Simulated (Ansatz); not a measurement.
Steps from a short run of molecular dynamics on a 2×2×2 supercell (32 atoms) of C (lonsdaleite), relaxed with r2SCAN; forces from PBEsol in the PAW code Ansatz, 6×6×2 mesh, Fermi-Dirac smearing of 0.112 eV, a Langevin thermostat at fixed volume, set at 1300 K. Computed, non-magnetic; the trajectory is short and the cell small, so nothing here is a converged average.

Cell vectors in Å:
```
 5.0064  0.0000  0.0000
-2.5032  4.3357  0.0000
 0.0000  0.0000  8.3377
```

**Question.** At 30 fs the positions in Å are
```
C    0.119   1.377  -0.017
C    1.244   0.694   1.994
C    0.032   1.484   1.482
C    1.267   0.788   3.555
C   -0.005   1.495   4.142
C    1.224   0.748   6.235
C    0.023   1.448   5.790
C    1.347   0.701   7.819
C   -1.230   3.621   0.016
C    0.053   2.887   2.030
C   -1.230   3.556   1.518
C   -0.005   2.907   3.584
C   -1.255   3.690   4.095
C   -0.005   2.892   6.158
C   -1.197   3.666   5.644
C    0.010   2.873   7.801
C    2.557   1.439   0.060
C    3.772   0.697   2.140
C    2.543   1.426   1.474
C    3.799   0.787   3.636
C    2.543   1.506   4.144
C    3.723   0.745   6.327
C    2.446   1.453   5.785
C    3.804   0.671   7.911
C    1.262   3.555   0.085
C    2.498   2.873   2.110
C    1.324   3.601   1.644
C    2.533   2.907   3.628
C    1.223   3.710   4.180
C    2.525   2.914   6.199
C    1.255   3.619   5.690
C    2.580   2.921   7.896
```
What are the forces, and how far does the free energy (smearing included) lie above that of step 0, with the atoms on their sites?

**Answer.** 93.6 meV an atom; forces in eV/Å:
```
C   -3.537   2.210  -0.185
C    1.165   1.111   1.332
C    0.541  -2.535   2.266
C    0.042  -0.558   1.171
C    1.607  -0.389   0.431
C    2.040  -1.126   1.299
C   -2.795   0.451  -2.759
C   -1.168   0.303  -0.500
C    1.607  -1.155  -0.902
C   -0.937  -0.085   1.579
C   -0.019   2.064   1.530
C    0.182   1.471   1.276
C    0.838  -0.934   0.189
C    1.257   0.934   3.030
C   -2.264  -1.276   0.954
C    0.970  -0.560  -0.129
C    1.490   0.282  -3.765
C    0.677   1.833  -3.174
C   -1.317  -0.589   6.037
C   -1.556  -0.575   0.856
C   -1.288  -1.007   0.662
C    0.763  -1.236  -1.064
C    2.836   1.169  -2.032
C    0.037   0.426  -2.289
C    1.194   1.580  -1.824
C    2.273  -1.040  -1.104
C   -2.234   0.349  -2.231
C   -1.017   1.493   0.713
C    1.401  -2.549  -1.569
C   -0.232   0.293   1.748
C    0.052   1.085   1.514
C   -2.609  -1.439  -3.062
```

**Question.** At 36 fs the positions in Å are
```
C    0.085   1.428  -0.009
C    1.264   0.676   2.016
C    0.058   1.533   1.446
C    1.305   0.796   3.511
C   -0.001   1.528   4.158
C    1.284   0.688   6.256
C    0.015   1.392   5.832
C    1.362   0.700   7.806
C   -1.183   3.610  -0.038
C    0.063   2.960   2.055
C   -1.209   3.514   1.521
C    0.008   2.955   3.555
C   -1.253   3.710   4.047
C    0.028   2.933   6.199
C   -1.210   3.639   5.637
C   -0.023   2.944   7.778
C    2.546   1.496   0.023
C    3.760   0.786   2.188
C    2.545   1.388   1.579
C    3.813   0.829   3.649
C    2.552   1.423   4.133
C    3.714   0.738   6.324
C    2.445   1.424   5.775
C    3.768   0.707   7.926
C    1.314   3.580   0.127
C    2.443   2.803   2.119
C    1.328   3.580   1.596
C    2.528   2.920   3.588
C    1.282   3.712   4.129
C    2.500   2.861   6.227
C    1.238   3.570   5.666
C    2.567   2.939   7.883
```
What are the forces, and how far does the free energy (smearing included) lie above that of step 0, with the atoms on their sites?

**Answer.** 134.4 meV an atom; forces in eV/Å:
```
C   -2.060   1.162  -1.787
C   -0.082   1.031  -0.518
C    0.007  -2.583   4.760
C   -1.852  -1.095   3.160
C    2.216  -0.370   0.127
C   -1.472   0.204   0.345
C   -1.141   2.587  -3.063
C   -2.137   1.369   0.340
C   -1.095   0.466   1.922
C   -0.721  -2.841  -0.579
C   -1.272   3.267   0.393
C    0.497   0.629   2.579
C    0.859  -1.590   1.474
C   -0.898  -2.246   1.045
C   -1.375  -1.321   0.928
C    4.133  -2.780   0.133
C    1.240  -1.926   0.739
C    2.640  -1.301  -5.168
C   -1.937   0.881  -0.360
C   -0.484  -2.029   0.906
C   -1.607   3.023   1.328
C    1.448  -1.794  -0.825
C    3.253   0.818  -2.071
C    1.443   0.251  -2.402
C   -1.213   2.103  -4.010
C    3.950   1.102  -1.616
C   -1.750   2.551   0.756
C   -0.642   0.077   2.253
C   -0.182  -2.460   0.113
C    0.101   1.664   0.208
C    1.626   2.544   1.679
C   -1.494  -1.391  -2.791
```

**Question.** At 48 fs the positions in Å are
```
C   -0.058   1.543  -0.070
C    1.293   0.730   2.058
C    0.065   1.518   1.581
C    1.256   0.745   3.654
C    0.085   1.517   4.198
C    1.282   0.645   6.255
C   -0.019   1.456   5.718
C    1.222   0.770   7.828
C   -1.208   3.655  -0.041
C    0.042   2.981   2.071
C   -1.228   3.652   1.551
C    0.085   3.004   3.646
C   -1.219   3.641   4.109
C   -0.003   2.882   6.242
C   -1.323   3.536   5.720
C    0.115   2.923   7.779
C    2.510   1.492   0.032
C    3.910   0.827   2.045
C    2.514   1.425   1.667
C    3.860   0.814   3.683
C    2.495   1.494   4.151
C    3.820   0.677   6.230
C    2.587   1.394   5.714
C    3.769   0.793   7.762
C    1.297   3.742  -0.073
C    2.529   2.872   2.085
C    1.312   3.728   1.552
C    2.526   2.944   3.602
C    1.310   3.631   4.134
C    2.494   2.861   6.262
C    1.293   3.634   5.721
C    2.519   2.897   7.768
```
What are the forces, and how far does the free energy (smearing included) lie above that of step 0, with the atoms on their sites?

**Answer.** 94.2 meV an atom; forces in eV/Å:
```
C    3.954  -1.589   2.399
C   -1.222   0.349   1.847
C    0.657   1.447  -2.609
C    1.290   0.458  -0.461
C   -1.778  -0.135  -0.803
C   -0.643   2.279  -0.451
C    3.632  -0.463   0.461
C    1.306  -0.832  -0.894
C   -0.530  -0.304   0.920
C    0.968   0.023   0.117
C    0.080  -1.459  -0.779
C   -1.736  -2.264  -0.883
C   -0.557  -0.072   2.265
C    0.534   0.388  -0.525
C    3.479   2.499  -0.226
C   -3.723   2.145  -0.165
C   -1.058  -0.527  -1.037
C   -4.225  -2.167   3.256
C    2.684   2.127  -4.372
C   -1.740  -0.931  -1.929
C    2.605  -0.954   0.390
C   -1.455   2.498  -0.249
C   -3.371   0.526   0.021
C   -0.889   0.183   0.716
C    0.778  -3.228   2.295
C   -0.338   2.239  -0.601
C    0.269  -1.844  -1.033
C    0.546  -1.389   0.712
C    0.669   3.199   1.466
C    0.101  -1.234  -1.106
C   -1.117  -2.588  -0.877
C    0.830   1.618   2.137
```
